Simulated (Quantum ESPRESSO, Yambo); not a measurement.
At a photon energy of 9.38 eV, RPA with local fields on PBEsol bands shifted by a G0W0 scissor of 3.16 eV (Quantum ESPRESSO and Yambo; 4×4×4 mesh, 115 bands, 3 Ry local-field block, 0.2 eV broadening) gives ε = 2.74 + 1.4i for Na3MoO3F3 (space group R3, No. 146), field along x. Axes are Cartesian, with cell vectors (Å) (2.78, 1.61, 4.84), (-2.78, 1.61, 4.84), (0.00, -3.21, 4.84).

**Question.** Work out n, κ, the normal-incidence reflectivity, the absorption coefficient and the penetration depth.

**Answer.** 
|ε| = 3.08; n = √((|ε| + ε1)/2) = 1.71, κ = √((|ε| − ε1)/2) = 0.41. R = ((n − 1)² + κ²)/((n + 1)² + κ²) = 0.09. α = 2Eκ/(ħc) with ħc = 197.327 eV nm: 0.0390 per nm = 3.9 × 10⁵ per cm, a 1/e depth of 26 nm. The computed direct gap is 7.41 eV, and the energy scale of the real crystal may differ from it. Excitonic effects are left out, and values at one energy depend on mesh and broadening. The scissor comes from a G0W0 run whose convergence isn't established. Convergence of the RPA response with its 4×4×4 mesh was not tested.

Spin-orbit coupling is not included.

Geometry of the Materials Project entry, not relaxed at this level; primitive cell a = b = c = 5.806 Å, α = β = γ = 57.29°.
